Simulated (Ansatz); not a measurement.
ScTaPb2O6:
```cif
data_O24Pb8Sc4Ta4
_chemical_formula_sum 'Sc4 Ta4 Pb8 O24'
_space_group_name_H-M_alt 'Fm-3m'
_space_group_IT_number 225
_space_group_name_Hall '-F 4 2 3'
_cell_length_a 8.13163
_cell_length_b 8.13163
_cell_length_c 8.13163
_cell_angle_alpha 90.000
_cell_angle_beta 90.000
_cell_angle_gamma 90.000
loop_
_atom_site_label
_atom_site_type_symbol
_atom_site_symmetry_multiplicity
_atom_site_Wyckoff_symbol
_atom_site_fract_x
_atom_site_fract_y
_atom_site_fract_z
_atom_site_occupancy
Sc1 Sc 4 a 0.00000 0.00000 0.00000 1
Ta1 Ta 4 b 0.50000 0.50000 0.50000 1
Pb1 Pb 8 c 0.25000 0.25000 0.25000 1
O1 O 24 e 0.00000 0.00000 0.25625 1
```
(The calculation used a cell of 10 atoms; values per cell refer to that cell.)

Relaxed with r²SCAN.

**Question.** Which orbitals make up the states near the band edges in the program Ansatz at the r²SCAN level (PAW)?

**Answer.** Top 1 eV of the valence band: O 2p 92 %. Bottom 1 eV of the conduction band: Pb 6p 47 %, Ta 5d 26 %, Sc 3d 12 %, O 2p 7 %, O 2s 6 %. Projections are on Löwdin-orthogonalised atomic valence shells; empty p or d shells of many metals are not among them.

**Question.** Tabulate the density of states.

**Answer.** States/eV per cell of 10 atoms, in 0.25 eV bins, energy from the valence-band maximum.

```
E (eV)  total   O 2p  Pb 6p  Sc 3d
------  -----  -----  -----  -----
-7.60    0.00   0.00   0.00   0.00
-7.35    3.03   0.69   0.03   0.12
-7.10    7.89   1.63   0.11   0.18
-6.85    3.15   0.58   0.04   0.06
-6.60    1.26   0.19   0.02   0.02
-6.35    0.54   0.06   0.01   0.01
-6.10    0.12   0.01   0.00   0.00
-5.85    0.01   0.00   0.00   0.00
-5.60    0.00   0.00   0.00   0.00
-5.35    0.00   0.00   0.00   0.00
-5.10    0.00   0.00   0.00   0.00
-4.85    0.59   0.34   0.10   0.03
-4.60    3.25   2.15   0.25   0.11
-4.35    7.64   5.21   0.43   0.32
-4.10    9.86   6.72   0.52   0.63
-3.85    7.61   5.46   0.32   0.30
-3.60    7.45   5.27   0.40   0.15
-3.35    3.41   2.27   0.26   0.04
-3.10    6.83   5.06   0.77   0.25
-2.85    9.77   7.36   0.96   0.34
-2.60    4.52   3.46   0.31   0.17
-2.35    5.93   4.66   0.28   0.31
-2.10    9.06   7.41   0.23   0.46
-1.85   10.12   8.14   0.27   0.50
-1.60    4.30   3.60   0.13   0.17
-1.35    7.62   6.71   0.20   0.20
-1.10   11.57  10.32   0.28   0.24
-0.85   16.31  14.82   0.26   0.24
-0.60    9.02   8.15   0.13   0.05
-0.35    7.13   6.67   0.06   0.01
-0.10    2.02   1.92   0.01   0.00
0.15     0.00   0.00   0.00   0.00
0.40     0.00   0.00   0.00   0.00
0.65     0.00   0.00   0.00   0.00
0.90     0.00   0.00   0.00   0.00
1.15     0.00   0.00   0.00   0.00
1.40     0.00   0.00   0.00   0.00
1.65     0.00   0.00   0.00   0.00
1.90     0.00   0.00   0.00   0.00
2.15     0.00   0.00   0.00   0.00
2.40     0.00   0.00   0.00   0.00
2.65     0.00   0.00   0.00   0.00
2.90     0.00   0.00   0.00   0.00
3.15     0.06   0.00   0.05   0.00
3.40     0.35   0.02   0.26   0.01
3.65     0.93   0.07   0.60   0.05
3.90     4.83   0.35   2.10   0.65
4.15     4.73   0.39   1.82   0.76
4.40     5.98   0.65   2.42   0.85
4.65     4.15   0.58   1.56   0.47
4.90     6.53   0.97   2.35   0.57
5.15     5.58   0.98   2.16   0.70
5.40     7.06   1.31   2.88   1.18
5.65     8.01   1.64   2.90   1.70
5.90     7.06   1.13   2.94   2.14
6.15     9.31   1.38   3.85   2.83
6.40     8.96   1.35   4.01   2.56
6.65    12.11   1.80   4.90   3.86
6.90     7.85   1.43   2.80   2.38
7.15     2.46   0.58   0.81   0.64
7.40     1.94   0.08   0.19   1.06
7.65     2.68   0.13   0.05   1.66
7.90     3.37   0.23   0.05   2.18
```

The first step of the workflow began from a Materials Project structure, measured or hypothetical; the Crystallography Open Database copy checked does not list it. Whether it is the stable phase at ambient conditions was not checked. The cell was relaxed with r²SCAN under the symmetry of its start; whether a distortion lowers the energy is not shown. No spin polarisation was allowed. Scalar-relativistic: spin–orbit coupling is off unless named, which matters more the heavier the elements.

Potentials: the later of the program's two PAW sets.
